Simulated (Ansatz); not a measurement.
ZnS:
```yaml
crystal:
  lattice:
    - [3.73813, 0.00000, 0.00000]
    - [-1.86906, 3.23731, 0.00000]
    - [0.00000, 0.00000, 6.14304]
  atoms:
    - { symbol: Zn, position: [0.33333, 0.66667, 0.00059] }
    - { symbol: Zn, position: [0.66667, 0.33333, 0.50059] }
    - { symbol: S, position: [0.33333, 0.66667, 0.37441] }
    - { symbol: S, position: [0.66667, 0.33333, 0.87441] }
```

Tensor components refer to the Cartesian frame of this cell.

Task: Give the high-frequency dielectric tensor and the Born effective charge tensors of the independent atoms from DFPT, LDA (plane waves, PAW; program Ansatz).

Result: 
ε∞:
```
6.06  0.00  0.00
0.00  6.06  0.00
0.00  0.00  6.22
```
Z* of atom 1 (Zn), rows: field, columns: displacement, in e:
```
1.83  0.00  0.00
0.00  1.83  0.00
0.00  0.00  1.94
```
Z* of atom 3 (S), rows: field, columns: displacement, in e:
```
-1.83   0.00   0.00
 0.00  -1.83   0.00
 0.00   0.00  -1.94
```

Space group P6_3mc (wurtzite). The cell was relaxed with LDA under the symmetry of its start.

Potentials: the earlier of the program's two PAW sets. The files were generated under PBE; for other functionals the program regenerates the frozen cores, and for LDA and PBEsol the local potential too.
